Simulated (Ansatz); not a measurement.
The cell below belongs to a search over invented structures; it isn't taken from experiment.

Input and command of a plane-wave DFT calculation in Ansatz:

```yaml
crystal:
  lattice:
    - [3.8042862333, 0.0, 0.0]
    - [-1.9021431166, 3.2946085213, 0.0]
    - [0.0, 0.0, 20.1961527038]
  atoms:
    - { symbol: Al, position: [0.3333333333, 0.6666666667, 0.0428858998] }
    - { symbol: Al, position: [0.6666666667, 0.3333333333, 0.9571141002] }
    - { symbol: As, position: [0.6666666667, 0.3333333333, 0.0891322895] }
    - { symbol: As, position: [0.3333333333, 0.6666666667, 0.9108677105] }
    - { symbol: As, position: [0.0, 0.0, 0.2659649317] }
    - { symbol: As, position: [0.3333333333, 0.6666666667, 0.3304980724] }
    - { symbol: As, position: [0.6666666667, 0.3333333333, 0.4678497803] }
    - { symbol: As, position: [0.3333333333, 0.6666666667, 0.5321502197] }
    - { symbol: As, position: [0.0, 0.0, 0.7340350683] }
    - { symbol: As, position: [0.6666666667, 0.3333333333, 0.6695019276] }
basis:
  ecutwfc: 420
kpoints:
  mp_grid: { grid: [12, 12, 2] }
hamiltonian:
  xc: pbe
scf:
  occupations: { method: gaussian, width: 0.1 }
output:
  forces: true
  stress: true
  eigenvalues: true
relax:
  adjacent_minimum: "off"
  f_tol: 0.01
  max_steps: 30
  cell: { stress_tol: 0.1, fix: [volume] }
```

```bash
ansatz run input.yaml --threads 1 --pin off --max-ram 2560MiB --backend cpu --events-out ev --progress --plain --runs-dir out
```

Processor: Arm Neoverse V2, 1 thread, on a host shared with other jobs.

Task: How long does it run, and how much memory does it take?

Result: About 3.9 min, peak memory 0.81 GiB. It solves 76 bands at 38 k points (after reduction by symmetry) with about 4927 plane waves, in 33 SCF iterations over 5 ionic steps.
